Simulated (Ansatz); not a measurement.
**What strain does to Si3N4 (P6_3/m)**

Si3N4 (P6_3/m) from a database structure, relaxed with r2SCAN in Ansatz 0.2.0. Space group P6_3/m (No. 176), hexagonal; conventional cell a = 7.606 Å, c = 2.906 Å, 10.40 Å³ an atom. Si has 4 N at 1.73–1.74 Å; N has 3 Si at 1.73 Å; N has 3 Si at 1.73–1.74 Å.

The axes x, y and z are those of this cell:
```xyz
14
Lattice="7.6057 0.0000 0.0000 -3.8028 6.5867 0.0000 0.0000 0.0000 2.9056" Properties=species:S:1:pos:R:3 pbc="T T T"
Si   -1.3817    5.4312    2.1792
Si    2.2113    1.5190    0.7264
Si    4.0127    3.9122    0.7264
Si   -0.2098    2.6745    2.1792
Si    1.5916    5.0677    2.1792
Si    5.1846    1.1555    0.7264
N     0.0000    4.3911    2.1792
N     3.8028    2.1956    0.7264
N     4.8212    4.4110    2.1792
N    -1.4094    6.3808    0.7264
N     2.4278    4.6169    0.7264
N     1.3750    1.9698    2.1792
N    -1.0184    2.1757    0.7264
N     5.2123    0.2059    2.1792
```

Unstrained: With PBE the valence top lies at Γ–A (0.34 of the way from Γ) and the conduction bottom at Γ, 4.334 eV higher; the smallest vertical gap, at Γ, is 4.538 eV. With r2SCAN the valence top lies at Γ–A (0.34 of the way from Γ) and the conduction bottom at Γ, 4.990 eV higher; the smallest vertical gap, at Γ, is 5.204 eV. With HSE06 the valence top lies at Γ–A (0.34 of the way from Γ) and the conduction bottom at Γ, 5.774 eV higher; the smallest vertical gap, at Γ, is 6.006 eV. Meshes: PBE 6×6×8, r2SCAN 6×6×8, HSE06 3×3×6. Strains are changes of length per length. After each strain the atoms were relaxed again with r2SCAN within the symmetry that the strain leaves, so tilts or polar shifts that break it weren't tested; points keep the names that they have in the unstrained zone. No spin polarisation and no zero-point or thermal motion.

Changes of the least gap in eV (an overlap counts as a negative gap):
```tsv
strain	volume change (%)	space group	PBE	r2SCAN	HSE06	energy rise, r2SCAN (meV/atom)
epitaxial -3.0 % in the xy plane, free normal strain +1.44 %	-4.6	P6_3/m	-0.558	-0.571	-0.574	35.3
epitaxial -2.0 % in the xy plane, free normal strain +0.90 %	-3.1	P6_3/m	-0.360	-0.368	-0.369	15.6
epitaxial -1.0 % in the xy plane, free normal strain +0.43 %	-1.6	P6_3/m	-0.174	-0.177	-0.178	3.9
epitaxial +1.0 % in the xy plane, free normal strain -0.37 %	+1.6	P6_3/m	+0.158	+0.162	+0.161	3.8
epitaxial +2.0 % in the xy plane, free normal strain -0.70 %	+3.3	P6_3/m	-0.017	-0.044	-0.024	15.0
epitaxial +3.0 % in the xy plane, free normal strain -0.99 %	+5.0	P6_3/m	-0.264	-0.297	-0.268	33.3
```

Epitaxial -3.0 % in the xy plane, free normal strain +1.44 %. HSE06: the gap goes from 5.774 to 5.200 eV (-0.574 eV); the edges go from Γ–A (0.34) → Γ to Γ–A (0.35) → Γ. Stress change with r2SCAN, compression positive: xx +18.55, yy +18.55, zz -0.01 GPa.

Epitaxial -2.0 % in the xy plane, free normal strain +0.90 %. HSE06: the gap goes from 5.774 to 5.405 eV (-0.369 eV). Stress change with r2SCAN, compression positive: xx +12.22, yy +12.22, zz -0.01 GPa.

Epitaxial -1.0 % in the xy plane, free normal strain +0.43 %. HSE06: the gap goes from 5.774 to 5.596 eV (-0.178 eV). Stress change with r2SCAN, compression positive: xx +6.02, yy +6.02, zz -0.01 GPa.

Epitaxial +1.0 % in the xy plane, free normal strain -0.37 %. HSE06: the gap goes from 5.774 to 5.935 eV (+0.161 eV); the edges go from Γ–A (0.34) → Γ to Γ–A (0.33) → Γ. Stress change with r2SCAN, compression positive: xx -5.78, yy -5.78, zz -0.02 GPa.

Epitaxial +2.0 % in the xy plane, free normal strain -0.70 %. HSE06: the gap goes from 5.774 to 5.750 eV (-0.024 eV); the edges go from Γ–A (0.34) → Γ to Γ–A (0.30) → (0, -1/2, 0.427). Stress change with r2SCAN, compression positive: xx -11.28, yy -11.28, zz -0.04 GPa.

Epitaxial +3.0 % in the xy plane, free normal strain -0.99 %. HSE06: the gap goes from 5.774 to 5.506 eV (-0.268 eV); the edges go from Γ–A (0.34) → Γ to Γ → (0, -1/2, 0.424). Stress change with r2SCAN, compression positive: xx -16.45, yy -16.45, zz -0.05 GPa.

Where an edge lies off the special points, it is a point of the mesh or the k point where a search put PBE's edge or least direct gap, reused for the other functionals, whose own edges may lie a little apart.

The meshes of the hybrids are coarse, so their gaps aren't converged to the digits shown.
